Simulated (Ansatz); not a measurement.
The relaxed structure here is a generated cell of B: the first start was made by placing the elements on the sites of a structure type, and the end was not matched to a known phase here, so it may be hypothetical.

The start is a generated cell, B placed in the AFLOW prototype A_oP8_62_2c (A_c). A full variable-cell relaxation at zero pressure is run with r2SCAN (plane waves to 500 eV, PAW, scalar-relativistic; Ansatz, an electronic-structure program). First-step values are on the input's coarse k-mesh.

Ansatz input (later rounds restart from its end on a renewed k-mesh):
Ansatz 0.2 input:
```yaml
crystal:
  lattice:
    - [4.6054896, 0, 0]
    - [0, 3.2645546, 0]
    - [0, 0, 3.377912]
  atoms:
    - { symbol: B, position: [0.464, 0.25, 0.292] }
    - { symbol: B, position: [0.964, 0.25, 0.208] }
    - { symbol: B, position: [0.536, 0.75, 0.708] }
    - { symbol: B, position: [0.036, 0.75, 0.792] }
    - { symbol: B, position: [0.181, 0.25, 0.658] }
    - { symbol: B, position: [0.681, 0.25, 0.842] }
    - { symbol: B, position: [0.819, 0.75, 0.342] }
    - { symbol: B, position: [0.319, 0.75, 0.158] }
basis: { ecutwfc: 500, ecutrho_ratio: 4, xc_grid: 4, fft_grid_basis: typed }
kpoints: { mp_grid: { grid: [5, 7, 7] } }
hamiltonian:
  xc: r2scan
  dispersion: none
  pseudopotentials: { azcp: { folder: ./paw }, kind: paw }
scf: { occupations: { method: fermi_dirac, width: 0.05 } }
relax: { f_tol: 0.01, max_steps: 100, cell: { stress_tol: 0.02 } }
output: { forces: true, stress: true }
```

| Quantity | Value |
|---|---|
| Initial pressure | +10 GPa (positive: the cell is compressed) |
| Largest initial force | about 2.2 eV/Å, on B5, B6, B7, B8 (atoms numbered as listed) |
| Outcome | The space group goes from Pnma (No. 62) to Cmce (No. 64); the end is AFLOW prototype A_oC8_64_f (A11, as in Ga), with 4 atoms in the primitive cell |
| Energy released | 1.21 eV/atom |
| Volume change | +0.5 %, from 6.35 to 6.38 Å³/atom |
| Optimiser moves | 18 |

The end point of the relaxation:

```cif
data_B8
_chemical_formula_sum 'B8'
_space_group_name_H-M_alt 'Cmce'
_space_group_IT_number 64
_space_group_name_Hall '-C 2ac 2'
_cell_length_a 2.93750
_cell_length_b 5.32149
_cell_length_c 3.26519
_cell_angle_alpha 90.000
_cell_angle_beta 90.000
_cell_angle_gamma 90.000
loop_
_atom_site_label
_atom_site_type_symbol
_atom_site_symmetry_multiplicity
_atom_site_Wyckoff_symbol
_atom_site_fract_x
_atom_site_fract_y
_atom_site_fract_z
_atom_site_occupancy
B1 B 8 f 0.00000 0.15580 0.09017 1
```
(The calculation used a cell of 4 atoms; values per cell refer to that cell.)

Final values are on a 18×18×14 k-mesh of the relaxed cell. No spin polarisation in the result.

The run could not lose the symmetry of its start, so the end can be a saddle point.
